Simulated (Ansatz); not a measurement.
YN:
```xyz
2
Lattice="0.0000 2.6338 2.6338 2.6338 0.0000 2.6338 2.6338 2.6338 0.0000" Properties=species:S:1:pos:R:3 pbc="T T T"
N      1.3169     1.3169     1.3169
Y      0.0000     0.0000     0.0000
```

Relaxed with r²SCAN.

**Question.** Give the Bader charges and basin volumes of the independent atoms, r²SCAN in the plane-wave PAW code Ansatz.

**Answer.** 

```json
[
 {"atom": "N1", "Bader charge (e)": "-1.94", "Bader volume (Å³)": "20.9"},
 {"atom": "Y2", "Bader charge (e)": "+1.94", "Bader volume (Å³)": "15.6"}
]
```

Space group F-43m (zinc blende). The start of the workflow was typed in or built on a structure type; the Crystallography Open Database copy checked does not list it. COD files the formula under space group No. 225. Whether it is the stable phase at ambient conditions was not checked. The cell was relaxed with r²SCAN under the symmetry of its start; its stability against distortions is not shown here. No spin polarisation was allowed.

Potentials: the later of the program's two PAW sets.
